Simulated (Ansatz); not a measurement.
CrN in space group P-6m2 (No. 187; Cr on 1f, N on 1c) at seven volumes, plane-wave PAW PBEsol (Ansatz code), shape and atoms relaxed at each. One row is withheld.

| V (Å³/atom) | P (GPa) |
|---|---|
| 7.094 | 44.72 |
| 7.328 | 27.34 |
| 7.562 | 12.57 |
| 7.796 | 0.00 |
| 8.030 | -10.70 |
| 8.264 | ? |
| 8.498 | -27.54 |

### Question
Fit the shown pressures and predict the withheld one.

### Answer
P = (3/2)B₀(x^(7/2) − x^(5/2))[1 + (3/4)(B′ − 4)(x − 1)] with x = (V₀/V)^(2/3). Least squares on the six rows gives V₀ = 7.796 Å³/atom, B₀ = 386 GPa, B′ = 4.37. At V = 8.264, x = 0.9619 and P = -19.82 GPa. The run itself gave -19.81 GPa.

The workflow started from a Materials Project entry (that database holds measured and hypothetical structures alike); the Crystallography Open Database copy checked does not list it. COD files the formula under space group No. 225, so this cell is another polymorph or a model. Whether it is the stable phase at ambient conditions was not checked. Symmetry was held in the PBEsol relaxation; of distortions, only those at the zone centre were tested. The workflow began spin-polarised and lost its moments. The cell computed holds one magnetic atom, so no antiferromagnetic order was within reach.

Potentials: the later of the program's two PAW sets.
